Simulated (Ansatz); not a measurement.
**Clamped-ion strain scan in GaIr**

All numbers below come from DFT r2SCAN, scalar-relativistic, plane waves, PAW in Ansatz 0.2.0. Settings: plane waves to 500 eV, k-mesh 16×16×16 (Γ-centred), Gaussian smearing 0.15 eV. Spin–orbit coupling is left out, which can shift energies with elements as heavy as these. No spin polarisation. Energies are free energies at this smearing, counted from the undisturbed cell; pressure is positive in compression.

Zero of the scan (as given, not relaxed at this level; it stands at 5.7 GPa, and it needn't be the usual structure):

```
Ga Ir
1.0
     3.00400    0.00000    0.00000
     0.00000    3.00400    0.00000
     0.00000    0.00000    3.00400
Ga Ir
1 1
Direct
  0.00000 0.00000 0.00000
  0.50000 0.50000 0.50000
```

The cell is strained by ε times the Voigt pattern (0, 0, 0, 0, 1, 0) (xx, yy, zz, yz, xz, xy; engineering shear) with fractional coordinates fixed. The cell is metallic on the mesh throughout.

```csv
ε,ΔE (meV/atom)
-0.1000,38.0
-0.0500,9.0
0.0000,0.0
0.0125,0.5
0.0250,2.2
0.0375,4.9
0.0625,14.2
0.0750,20.8
0.0875,28.7
```

Predict the pressure (GPa) at each point.

| ε | pressure (GPa) |
| --- | --- |
| -0.1000 | 8.7 |
| -0.0500 | 6.5 |
| 0.0000 | 5.7 |
| 0.0125 | 5.7 |
| 0.0250 | 5.9 |
| 0.0375 | 6.1 |
| 0.0625 | 6.9 |
| 0.0750 | 7.4 |
| 0.0875 | 8.0 |